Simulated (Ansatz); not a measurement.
Al2O3: Quadrupolar parameters

The cell is a Materials Project structure (computed, not necessarily an observed phase), taken as it stands.

Space group Pbcn (No. 60); a = 7.0899, b = 4.8469, c = 4.9854 Å.

```
site  Wyckoff  site symmetry       x       y       z
  Al       8d              1  0.3904  0.2522  0.0305
  O9       8d              1  0.6540  0.1070  0.1020
 O17       4c            .2.  0.0000  0.0494  0.2500
```

One atom of each set is listed.

All values are calculated (Ansatz; DFT, PBE, plane waves and PAW, scalar-relativistic, 420 eV cutoff, Γ-centred 3×5×5 k-points, Fermi–Dirac smearing 0.02 eV), not measured.

Conventions: |V_zz| ≥ |V_yy| ≥ |V_xx|, η = (V_xx − V_yy)/V_zz, C_Q = eQV_zz/h.

Al-27: I = 5/2, Q = 146.6 mb; ¹⁷O: I = 5/2, Q = -25.58 mb. Quadrupole moments are those of Pyykkö's year-2017 table.

```json
{"site": "Al", "atoms": "8", "first shell": "6 O at 1.87–2.03 Å", "V_zz (10²¹ V/m²)": "1.29", "η": "0.68", "C_Q (MHz)": "4.56"}
{"site": "O9", "atoms": "8", "first shell": "4 Al at 1.89–2.03 Å; also 4 Al at 3.02–3.33 Å", "V_zz (10²¹ V/m²)": "-3.93", "η": "0.22", "C_Q (MHz)": "2.43"}
{"site": "O17", "atoms": "4", "first shell": "4 Al at 1.87–1.97 Å; also 2 Al at 3.13 Å", "V_zz (10²¹ V/m²)": "-2.93", "η": "0.30", "C_Q (MHz)": "1.81"}
```
